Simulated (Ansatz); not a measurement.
Relaxed-ion elastic tensor of Ca (fcc (Cu type), Fm-3m) in GPa (Voigt order), plane-wave PAW LDA (Ansatz code); density 1.75 g/cm³, 37.99 Å³ per atom.

```
24.5  17.2  17.2   0.0   0.0   0.0
17.2  24.5  17.2   0.0   0.0   0.0
17.2  17.2  24.5   0.0   0.0   0.0
 0.0   0.0   0.0  16.4   0.0   0.0
 0.0   0.0   0.0   0.0  16.4   0.0
 0.0   0.0   0.0   0.0   0.0  16.4
```

Q: Is the crystal mechanically stable?

A: Yes: the smallest eigenvalue of C is 7.3 GPa.

Q: Work out the Voigt, Reuss and Hill averages.

A: K_V = 19.6, K_R = 19.6, K_H = 19.6; G_V = 11.3, G_R = 6.9, G_H = 9.1 GPa.

Q: Give Young's modulus, Poisson's ratio, Pugh's ratio and the universal anisotropy index.

A: E = 9KG/(3K + G) = 23.6 GPa; ν = 0.30; K/G = 2.16 (ductile by the Pugh limit of 1.75); A_U = 5G_V/G_R + K_V/K_R − 6 = 3.22.

Q: Estimate the sound speeds and the Debye temperature.

A: v_l = √((K + 4G/3)/ρ) = 4260 m/s, v_t = √(G/ρ) = 2280 m/s, mean 2540 m/s; Θ = (h/k)(3n/4πV)^(1/3) v_m = 225 K.

Q: Give the Zener ratio and Young's modulus along [100], [110] and [111].

A: A = 2C44/(C11 − C12) = 4.46; 1/E = S11 − 2(S11 − S12 − S44/2)Γ with Γ = 0, 1/4, 1/3 gives 10.4, 22.9, 38.4 GPa.

Q: Solve the Christoffel equation for the three sound speeds along [100], [110], [111].

A: Eigenvalues of C_ijkl n_j n_l equal ρv². In km/s, slowest first: [100] 3.06, 3.06, 3.74; [110] 1.45, 3.06, 4.61; [111] 2.12, 2.12, 4.87.

Symmetry was held in the LDA relaxation. As this level gives no gap, shear constants depend on the k-mesh and smearing (Fermi–Dirac, 0.1 eV here).

Potentials: the later of the program's two PAW sets.
